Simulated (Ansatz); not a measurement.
Values for one crystal, relaxed and computed with LDA (plane waves, PAW; program Ansatz); other levels are named.

```yaml
volume_per_atom: 10.13 Å³
electronic_character: metallic (no gap)
Formation energy from the elements (no fitted shifts): -0.25 eV/atom
Pressure derivative B′: 4.3
Poisson's ratio: 0.21
Young's modulus: 736 GPa
Density of states at the Fermi level: 0.15 states/eV per atom (mean over ±0.08 eV)
```

Question: Which of these materials gives this?
(A) WC, P-6m2 (W on 1a, C on 1f)
(B) TaP, P-6m2 (Ta on 1e, P on 1b)
(C) Ti3AlC, anti-perovskite
(D) MoP, P-6m2 (Mo on 1a, P on 1d)

Answer: A, WC, P-6m2 (W on 1a, C on 1f)

Symmetry was held in the LDA relaxation; of distortions, only those at the zone centre were tested. The run is not spin-polarised. The references are the lowest solids computed at this level, not always the standard phases. Spin–orbit coupling is left out wherever it is not named.

Potentials: the earlier of the program's two PAW sets.
